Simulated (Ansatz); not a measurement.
Ta3N5:
Space group Cmcm (No. 63); a = 3.873 Å, b = 10.260 Å, c = 10.296 Å, α = β = γ = 90.00°

| atom | site | symmetry | x | y | z |
|---|---|---|---|---|---|
| Ta | 4c | m2m | 0.0000 | 0.1968 | 0.2500 |
| Ta | 8f | m.. | 0.0000 | 0.1333 | 0.5600 |
| N | 8f | m.. | 0.0000 | 0.0470 | 0.1188 |
| N | 8f | m.. | 0.0000 | 0.3079 | 0.0741 |
| N | 4c | m2m | 0.0000 | 0.2370 | 0.7500 |
(The calculation used a cell of 16 atoms; values per cell refer to that cell.)

This is the r²SCAN-relaxed structure.

Task: All from plane-wave PAW r²SCAN (Ansatz code), unless another level is named. Predict the formation energy from the elements (no fitted shifts).

Result: -122 kJ/mol-atom.

Task: Next, the band gap?

Result: 1.59 eV (indirect).

Task: Predict the HSE06 gap on the r²SCAN cell.

Result: 2.26 eV.

Task: And the weight of the valence-edge state by species (Voronoi cells)?

Result: N 93 %, Ta 7 %.

The first step of the workflow began from a Materials Project structure, measured or hypothetical; the Crystallography Open Database files this formula in space group No. 63, but the cells were not matched. Its standing as an ambient phase is unchecked. The cell was relaxed with r²SCAN under the symmetry of its start; its stability against distortions is not shown here. No spin polarisation was allowed. The references are the lowest solids computed at this level, not always the standard phases (solids in place of the gases). Spin–orbit coupling is left out wherever it is not named.

Potentials: the later of the program's two PAW sets.
